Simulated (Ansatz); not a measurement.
# Fields on a plane of LaCu2 (space group P6/mmm)

```yaml
crystal:
  lattice:
    - [4.26322, 0.00000, 0.00000]
    - [-2.13161, 3.69206, 0.00000]
    - [0.00000, 0.00000, 3.78231]
  atoms:
    - { symbol: La, position: [0.00000, 0.00000, 0.00000] }
    - { symbol: Cu, position: [0.33333, 0.66667, 0.50000] }
    - { symbol: Cu, position: [0.66667, 0.33333, 0.50000] }
```

The slice is a (-1 1 0 0) plane (indices of the conventional cell) through the point (0.333, 0.667, 0.500) (fractional), spanned by u = [001] and v = [110] in vectors of this cell: u (3.78 Å) and v (4.26 Å, at 90° to u). It covers one period; positions are fractions (u, v).

Atoms on it: Cu at (0.00, 0.00).

These are PBEsol (plane waves to 420 eV, PAW, scalar-relativistic; Ansatz, a first-principles code) values and carry that method's errors. k mesh 13×13×12. Near the nuclei the fields are pseudised (PAW); where an atom keeps semicore shells as valence, they peak there. LaCu2 is run without spin polarisation. LaCu2 was relaxed with its symmetry unable to fall.

```tsv
v \ u	0.00	0.12	0.24	0.36	0.48	0.60	0.72	0.84	0.96
0.86	0.25	0.20	0.21	0.25	0.17	0.22	0.24	0.19	0.24
0.71	0.29	0.32	0.25	0.12	0.09	0.10	0.20	0.32	0.30
0.57	0.32	0.30	0.17	0.19	0.33	0.24	0.15	0.26	0.32
0.43	0.32	0.30	0.17	0.19	0.33	0.24	0.15	0.26	0.32
0.29	0.29	0.32	0.25	0.12	0.09	0.10	0.20	0.32	0.30
0.14	0.25	0.20	0.21	0.25	0.17	0.22	0.24	0.19	0.24
0.00	x	x	0.19	0.27	0.26	0.28	0.19	0.26	x
```

Values: electron localisation function (ELF). Points within 0.5 Å of a nucleus are blanked (x), as the pseudised field means little there.

```
|xxxxxxx368999999863xxxxxx|
|xxxxxxx478999999874xxxxxx|
|xxxxxx15789999998751xxxxx|
|xxxxxx46788888888764xxxxx|
|xxxxx3577888888887753xxxx|
|xxx14567777777777776541xx|
|3345667776666666677766543|
|6667777765544445567777766|
|7777777654332233456777777|
|7777776543211112345677777|
|7777765432000000234567777|
|7777665421000000124566777|
|6666654320000000023456666|
|6666654310000000013456666|
|6666654320000000023456666|
|7777665421000000124566777|
|7777765432000000234567777|
|7777776543211112345677777|
|7777777654332233456777777|
|6667777765544445567777766|
|3345667776666666677766543|
|xxx14567777777777776541xx|
|xxxxx3577888888887753xxxx|
|xxxxxx46788888888764xxxxx|
|xxxxxx15789999998751xxxxx|
|xxxxxxx478999999874xxxxxx|
|xxxxxxx368999999863xxxxxx|
|xxxxxxx368999999863xxxxxx|
```
Scale: ten equal steps from 2.00 (start of '0') to 10.06 (end of '9'), in the order '0123456789'. Values: electrostatic potential energy of an electron, from the cell's mean, in eV. The map has 25 points along u (one character each, u = 0 at the left) and 28 along v (v = 0 in the bottom row). Points within 1 Å of a nucleus are blanked (x), as the pseudised field means little there. Values under 2 eV are set to 2. The zero, the cell's mean, hangs on the PAW cores.
